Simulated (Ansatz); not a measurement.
FeGe:
```cif
data_Fe4Ge4
_chemical_formula_sum 'Ge4 Fe4'
_space_group_name_H-M_alt 'P 1'
_space_group_IT_number 1
_cell_length_a 4.59619
_cell_length_b 4.59619
_cell_length_c 4.59619
_cell_angle_alpha 90.000
_cell_angle_beta 90.000
_cell_angle_gamma 90.000
loop_
_space_group_symop_operation_xyz
  'x, y, z'
loop_
_atom_site_label
_atom_site_type_symbol
_atom_site_fract_x
_atom_site_fract_y
_atom_site_fract_z
_atom_site_occupancy
Ge1 Ge 0.84197 0.84197 0.84197 1
Ge2 Ge 0.65803 0.15803 0.34197 1
Ge3 Ge 0.34197 0.65803 0.15803 1
Ge4 Ge 0.15803 0.34197 0.65803 1
Fe1 Fe 0.13619 0.13619 0.13619 1
Fe2 Fe 0.36381 0.86381 0.63619 1
Fe3 Fe 0.63619 0.36381 0.86381 1
Fe4 Fe 0.86381 0.63619 0.36381 1
```
Starting moments (μB, in the order of the atoms Ge Ge Ge Ge Fe Fe Fe Fe): -0.1 -0.1 -0.1 -0.1 1.1 1.1 1.1 1.1.

This is the PBEsol-relaxed structure.

Q: All from PBEsol (plane waves, PAW; program Ansatz), unless another level is named. Predict the electronic character.

A: metallic (no gap).

Q: What about the density of states at the Fermi level?

A: 0.75 states/eV per atom (mean over ±0.08 eV).

Q: Next, the formation energy from the elements (no fitted shifts)?

A: -0.20 eV/atom.

Space group P2_13. The PBEsol relaxation kept the symmetry of its start. Spin order of the final state: ferromagnetic, chosen from 4 collinear starts compared on coarse meshes (ties went to the first, and starts can fall back to one state), not a proven ground state. The references are the lowest solids computed at this level, not always the standard phases. Spin–orbit coupling is left out wherever it is not named.

Potentials: the later of the program's two PAW sets.
